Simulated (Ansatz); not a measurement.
Ti:
```
CELL_PARAMETERS angstrom
      4.45082     0.00000     0.00000
     -2.22541     3.85452     0.00000
      0.00000     0.00000     2.77073
ATOMIC_POSITIONS crystal
  Ti 0.00000 0.00000 0.00000
  Ti 0.33333 0.66667 0.50000
  Ti 0.66667 0.33333 0.50000
```

Relaxed with LDA. Special points in fractions of this cell's reciprocal vectors: Γ (0.000, 0.000, 0.000); M (0.500, 0.000, 0.000); K (0.333, 0.333, 0.000); A (0.000, 0.000, 0.500); L (0.500, 0.000, 0.500); H (0.333, 0.333, 0.500).

List the band energies nearest the Fermi level at these points for LDA (plane waves, PAW; program Ansatz).

In eV from the Fermi level; about four levels below and three above (degenerate sets whole), none deeper than 8.9 eV; points with the same levels are listed once.

| k | below | above |
|---|---|---|
| Γ | -0.70 -0.70 -0.59 -0.59 | 0.01 0.72 1.36 1.36 |
| M | -2.81 -0.51 -0.49 -0.41 | 0.02 0.58 1.01 |
| K | -3.13 -3.13 -0.37 -0.37 -0.06 | 0.12 0.52 0.52 |
| A | -2.17 -1.80 -1.80 -1.66 | 1.13 1.13 1.34 1.34 |
| L | -1.88 -1.33 -0.72 -0.66 | 0.31 0.84 1.14 |
| H | -1.49 -1.49 -1.16 -1.16 -1.07 | 0.66 0.66 0.80 0.80 |

Space group P6/mmm. This is a known high-pressure phase of the composition, computed here at zero pressure and temperature. The cell was relaxed with LDA under the symmetry of its start; its stability against distortions is not shown here. The run is not spin-polarised.

Potentials: the later of the program's two PAW sets.
